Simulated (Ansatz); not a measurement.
AlCrB:
```
CELL_PARAMETERS angstrom
      1.49228    -6.90154     0.00000
      1.49228     6.90154     0.00000
      0.00000     0.00000     2.94750
ATOMIC_POSITIONS crystal
  Al 0.69153 0.30847 0.25000
  Al 0.30847 0.69153 0.75000
  B  0.46724 0.53276 0.75000
  B  0.53276 0.46724 0.25000
  Cr 0.08403 0.91597 0.75000
  Cr 0.91597 0.08403 0.25000
```

Relaxed with r²SCAN. Special points in fractions of this cell's reciprocal vectors: Γ (0.000, 0.000, 0.000); Y (-0.500, 0.500, 0.000); C0 (-0.262, 0.738, 0.000); Σ0 (0.262, 0.262, 0.000); Z (0.000, 0.000, 0.500); A0 (0.262, 0.262, 0.500); E0 (-0.262, 0.738, 0.500); T (-0.500, 0.500, 0.500); S (0.000, 0.500, 0.000); R (0.000, 0.500, 0.500).

**Question.** List the band energies nearest the Fermi level at these points for r²SCAN in the plane-wave PAW code Ansatz.

**Answer.** In eV from the Fermi level; about four levels below and three above (degenerate sets whole), none deeper than 8.9 eV; points with the same levels are listed once.

| k | below | above |
|---|---|---|
| Γ | -2.79 -2.61 -0.28 -0.14 | 0.22 0.46 0.47 |
| Y | -2.67 -2.06 -0.14 -0.11 | 0.23 0.30 0.65 |
| C0 | -2.00 -1.46 -0.99 -0.84 | 0.64 0.88 1.07 |
| Z | -2.60 -2.60 -0.25 -0.25 | 0.97 0.97 1.07 1.07 |
| A0 | -2.21 -2.21 -1.64 -1.64 | 1.32 1.32 1.45 1.45 |
| T | -3.08 -3.08 -0.28 -0.28 | 0.40 0.40 1.47 1.47 |
| S | -2.03 -1.46 -1.00 -0.84 | 0.65 0.95 0.99 |
| R | -2.19 -2.19 -1.66 -1.66 | 1.26 1.26 1.50 1.50 |

Space group Cmcm. The start of the workflow was typed in or built on a structure type; neither database checked (COD, Materials Project) lists it. Whether it is the stable phase at ambient conditions was not checked. The r²SCAN relaxation kept the symmetry of its start; whether a distortion lowers the energy is not shown. The workflow began spin-polarised and lost its moments.

Potentials: the earlier of the program's two PAW sets.
